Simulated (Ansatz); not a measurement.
# Structure relaxation, NiGe

The start is a generated cell, NiGe built in the CsCl structure type. The structure is fully relaxed (lattice and positions, P = 0) with r2SCAN (plane waves to 500 eV, PAW, scalar-relativistic; Ansatz, a first-principles code). The first steps use a coarse 8×8×8 k-mesh.

Initial structure:
```
CELL_PARAMETERS angstrom
      2.88145     0.00000     0.00000
      0.00000     2.88145     0.00000
      0.00000     0.00000     2.88145
ATOMIC_POSITIONS crystal
  Ni 0.00000 0.00000 0.00000
  Ge 0.50000 0.50000 0.50000
```
Spin-polarised start, with parallel moments on Ni.

```json
{
 "initial_pressure": "+10 GPa (positive: the cell is compressed)",
 "energy_released": "0.02 eV/atom",
 "Shortest distances (start → end)": "The closest pairs of elements (up to four, under 3.6 Å), start → end: Ge–Ni 2.50 → 2.54 Å; Ni–Ni 2.88 → 2.94 Å; Ge–Ge 2.88 → 2.94 Å",
 "band_gap_at_the_end": "zero (metallic)",
 "moments_at_the_end": "zero (the starting moments vanished)",
 "optimiser_moves": "6"
}
```

It ends as:

```cif
data_GeNi
_chemical_formula_sum 'Ni1 Ge1'
_space_group_name_H-M_alt 'Pm-3m'
_space_group_IT_number 221
_space_group_name_Hall '-P 4 2 3'
_cell_length_a 2.93568
_cell_length_b 2.93568
_cell_length_c 2.93568
_cell_angle_alpha 90.000
_cell_angle_beta 90.000
_cell_angle_gamma 90.000
loop_
_atom_site_label
_atom_site_type_symbol
_atom_site_symmetry_multiplicity
_atom_site_Wyckoff_symbol
_atom_site_fract_x
_atom_site_fract_y
_atom_site_fract_z
_atom_site_occupancy
Ni1 Ni 1 a 0.00000 0.00000 0.00000 1
Ge1 Ge 1 b 0.50000 0.50000 0.50000 1
```

Final values are on a 16×16×16 k-mesh of the relaxed cell. No spin polarisation in the result: the starting moments vanished. A magnetic state may lie lower.

The run could not lose the symmetry of its start; a randomly shaken copy of 4 atoms returns to this structure.

All atoms sit on sites fixed by symmetry, so only the cell could relax.

The relaxed structure here is a generated cell of NiGe: the first start was made by placing the elements on the sites of a structure type, and the end was not matched to a known phase here, so it may be hypothetical.
